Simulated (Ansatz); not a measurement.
Consider the following.

Relaxed Cu (fcc, Cu type):

```xyz
4
Lattice="3.6297 0.0000 0.0000 0.0000 3.6297 0.0000 0.0000 0.0000 3.6297" Properties=species:S:1:pos:R:3 pbc="T T T"
Cu     0.0000     0.0000     0.0000
Cu     1.8148     1.8148     0.0000
Cu     1.8148     0.0000     1.8148
Cu     0.0000     1.8148     1.8148
```

In each cell atom 4 (Cu, nearest neighbour Cu at 2.567 Å; its periodic images, 3.6 Å or more away, move with it) moves by s·(1.000, 0.000, 0.000) (along Cartesian x), the rest being held.

The numbers are results of PBE (plane waves to 420 eV, PAW, scalar-relativistic; Ansatz, a quantum-chemistry and plane-wave program), not measurements. k mesh 10×10×10 (Γ-centred), Fermi-Dirac smearing 0.05 eV. The energy includes the smearing's −TS. With partly filled bands, energies and forces of such displacements shift with the k mesh and the smearing. Cu is run without spin polarisation. Cu was relaxed with its symmetry unable to fall. ΔE is measured from the undisplaced structure.

The scan covers s from -0.260 to 0.260 Å in 11 points.

Is this a single well or a double well?

A single well with its minimum at or next to zero displacement.

Is the energy the same for equal positive and negative displacements?

Even: the same for both signs. With its periodic images moving along, the atom's site symmetry in this cell is m-3m.

What is the force constant k = d²E/ds² of this move at s = 0?

6.66 eV/Å².

(A displaced cell: forces are minus the slopes of the energy, force constants its curvatures, and phonons follow from these.)
